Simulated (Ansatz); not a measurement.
Problem. Each is relaxed and computed with DFT-r²SCAN in the program Ansatz with PAW potentials. Which is the only metal?
A. K2LiCuF6, Fm-3m (K on 8c, Li on 4b, Cu on 4a, F on 24e)
B. Cu2SiSe3, Cc (Pearson symbol mS24)
C. HfCuSi, Pnma (Hf on 4c, Si on 4c, Cu on 4c)
D. HfSiO4, I4_1/amd (Hf on 4a, Si on 4b, O on 16h)

Solution. C, HfCuSi, Pnma (Hf on 4c, Si on 4c, Cu on 4c). HfCuSi: metal; Cu2SiSe3: gap 0.68 eV (direct); HfSiO4: gap 6.00 eV (indirect); K2LiCuF6: gap 1.83 eV. Spin orders computed, not proven ground states: K2LiCuF6, Fm-3m (K on 8c, Li on 4b, Cu on 4a, F on 24e) ferromagnetic. Standing as an ambient phase not checked: HfCuSi, Pnma (Hf on 4c, Si on 4c, Cu on 4c); Cu2SiSe3, Cc (Pearson symbol mS24); K2LiCuF6, Fm-3m (K on 8c, Li on 4b, Cu on 4a, F on 24e). Perhaps ordered models of mixed-site phases: Cu2SiSe3, Cc (Pearson symbol mS24). All cells were relaxed under the symmetry of their starts (and spin orders); stability against distortions was not tested throughout. Rows with no word on spin ran without spin polarisation. No Hubbard U is applied. Scalar-relativistic: spin–orbit coupling is off unless named, which matters more the heavier the elements.

Potentials: the later of the program's two PAW sets.
